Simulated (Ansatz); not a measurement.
# Relaxation path: fcc Ag (110), 2 layers

DFT, LDA, PAW with Ansatz's default frozen-core files, scalar-relativistic (Ansatz 0.2.0); a Γ-centred 12×8×1 k mesh, Fermi–Dirac smearing of 0.1 eV, no spin polarisation. The run relaxes the atoms in the fixed cell.

Command: `ansatz run input.yaml --threads 1 --pin off --max-ram 3584MiB --backend cpu --events-out ev --progress --plain --runs-dir out` It took 61 s on 1 thread of Arm Neoverse V1 (shared host), peak memory 0.41 GiB.

```yaml
crystal:
  lattice:
    - [2.8289222033, 0.0, 0.0]
    - [0.0, 4.0007001469, 0.0]
    - [0.0, 0.0, 17.4145]
  atoms:
    - { symbol: Ag, position: [0.25, 0.25, 0.459388409] }
    - { symbol: Ag, position: [0.75, 0.75, 0.540611591] }
kpoints:
  mp_grid: { grid: [12, 8, 1] }
scf:
  occupations: { method: fermi_dirac, width: 0.1 }
hamiltonian:
  xc: lda
  pseudopotentials: { kind: paw }
output:
  forces: true
  stress: true
  eigenvalues: true
relax:
  f_tol: 0.01
  max_steps: 40
efield:
  axis: 3
  amplitude: 0
  dipole_correction: true
```

Each step lists its free energy a cell above the last geometry, and Cartesian positions (Å) with forces (eV/Å).

The first step:

```
step 1  dF = 212.19 meV
  Ag 0.7072 1.0002 8.0000   0.0000 0.0000 0.8821
  Ag 2.1217 3.0005 9.4145   0.0000 0.0000 -0.8821
```

The PAW files were made under PBE.

Q: Where does the relaxation end, and by which steps?

A: After 4 geometries, with a shortest distance of 2.630 Å. The further steps:
```
step 2  dF = 4.82 meV
  Ag 0.7072 1.0002 8.1950   0.0000 0.0000 0.1422
  Ag 2.1217 3.0005 9.2195   0.0000 0.0000 -0.1422
step 3  dF = 0.06 meV
  Ag 0.7072 1.0002 8.2254   0.0000 0.0000 0.0154
  Ag 2.1217 3.0005 9.1891   0.0000 0.0000 -0.0154
step 4  dF = 0.00 meV
  Ag 0.7072 1.0002 8.2290   0.0000 0.0000 0.0006
  Ag 2.1217 3.0005 9.1855   0.0000 0.0000 -0.0006
```
